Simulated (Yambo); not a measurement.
# Ba₂ScNbO₆: lowest vertical excitons

```
CELL_PARAMETERS angstrom
      0.00000     4.14417     4.14417
      4.14417     0.00000     4.14417
      4.14417     4.14417     0.00000
ATOMIC_POSITIONS crystal
  O  0.75618 0.24382 0.24382
  O  0.24382 0.75618 0.75618
  O  0.24382 0.75618 0.24382
  O  0.75618 0.24382 0.75618
  O  0.24382 0.24382 0.75618
  O  0.75618 0.75618 0.24382
  Sc 0.50000 0.50000 0.50000
  Nb 0.00000 0.00000 0.00000
  Ba 0.25000 0.25000 0.25000
  Ba 0.75000 0.75000 0.75000
```

The geometry is that of Materials Project entry mp-1206644, symmetrised and not relaxed again.

BSE in Yambo on norm-conserving PBEsol (Quantum ESPRESSO, 84 Ry, without SOC) bands: 4×4×4 mesh, 17 valence and 11 conduction bands, static screening with 91 bands and a 3 Ry block, scissor 1.58 eV, Tamm-Dancoff; field along x.

```csv
state,energy (eV),states within 2 meV,relative strength,class,main transitions
1,3.69,1,< 0.01,dark,several band pairs
2,3.80,2,1.00,dark,several band pairs
3,3.83,3,0.03,dark,several band pairs
4,3.84,3,0.04,dark,several band pairs
5,3.94,1,< 0.01,dark,several band pairs
6,3.94,2,0.01,dark,several band pairs
7,3.96,3,< 0.01,dark,VB → CB (99 %)
8,4.03,3,0.02,dark,several band pairs
```

These are vertical excitations (zero momentum). The direct quasiparticle gap on this mesh is 4.23 eV; counted from there, state 1 is bound by 0.54 eV. Convergence with the mesh was not shown.

Spin singlets only. Strengths are relative to the strongest of the lowest states of this run; strong means a line over 3 % of the spectrum's maximum, dark under 0.03 %. Absolute energies carry the error of the G0W0 scissor, whose convergence isn't established.

Spin-orbit splittings are left out.

The structure is a Materials Project entry; no match was found in the copy of COD used, and its stability was not checked.
